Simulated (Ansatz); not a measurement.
Method: DFT PBE, scalar-relativistic, plane waves, PAW (Ansatz 0.2.0). Cutoff 420 eV, Γ-centred meshes of about 0.25 Å⁻¹ or finer for metals and 0.3 Å⁻¹ for insulators (2π included), Gaussian smearing. Collinear spin where magnetic atoms keep a moment.

All energies are static (0 K, no zero-point motion).

Two relaxed structures of Na₄TiO₃:

A. (no moments)

```yaml
crystal:
  lattice:
    - [4.12024, 0.00000, 0.00000]
    - [0.00000, 4.12024, 0.00000]
    - [0.00000, 0.00000, 7.52689]
  atoms:
    - { symbol: Na, position: [0.00000, 0.50000, 0.50000] }
    - { symbol: Na, position: [0.50000, 0.00000, 0.50000] }
    - { symbol: Na, position: [0.50000, 0.50000, 0.18550] }
    - { symbol: Na, position: [0.50000, 0.50000, 0.81450] }
    - { symbol: Ti, position: [0.00000, 0.00000, 0.00000] }
    - { symbol: O, position: [0.00000, 0.50000, 0.00000] }
    - { symbol: O, position: [0.50000, 0.00000, 0.00000] }
    - { symbol: O, position: [0.50000, 0.50000, 0.50000] }
```

B. (ferromagnetic moments up to 0.4 μB)

```yaml
crystal:
  lattice:
    - [2.75420, 0.00000, 0.00000]
    - [0.00000, 2.75681, 0.00000]
    - [0.00000, 0.00000, 15.50936]
  atoms:
    - { symbol: Na, position: [0.50000, 0.00000, 0.08032] }
    - { symbol: Na, position: [0.50000, 0.50000, 0.31968] }
    - { symbol: Na, position: [0.50000, 0.00000, 0.91968] }
    - { symbol: Na, position: [0.50000, 0.50000, 0.68032] }
    - { symbol: Ti, position: [0.50000, 0.50000, 0.50000] }
    - { symbol: O, position: [0.00000, 0.00000, 0.57758] }
    - { symbol: O, position: [0.00000, 0.00000, 0.42242] }
    - { symbol: O, position: [0.00000, 0.50000, 0.00000] }
```

**Question.** Which is lower in energy, and by how much?

**Answer.** A is lower, by 248 meV/atom. A has space group P4/mmm (No. 123), 16.0 Å³/atom and no gap on its mesh; B has space group Pmmm (No. 47), 14.7 Å³/atom and no gap. Counting O atoms around Na and Ti (those within 1.25 times the shortest such distance or 1.15 times the sum of covalent radii; a slash parts the counts of unlike sites), A has Na 2/5, Ti 4 and B has Na 4, Ti 8. Their magnetic states differ too. The lower one is the more open, so pressure narrows the difference. Both come from trial cells of a structure search, whose lowest cell (C2, 15.7 Å³/atom) lies 38 meV/atom below the lower of the two.

The zero gap of P4/mmm may come from the functional, which often closes small gaps, or the cell may be a true semimetal. Another magnetic order may lie lower. Trial moments fell under 0.15 μB along the way in P4/mmm; another start might hold them. With atoms moved at random, A (by 38 meV/atom) fell into a lower structure. B had no clear such test and can be a saddle point. Some types were kept out of the candidates beforehand, so the set may lack a known form.
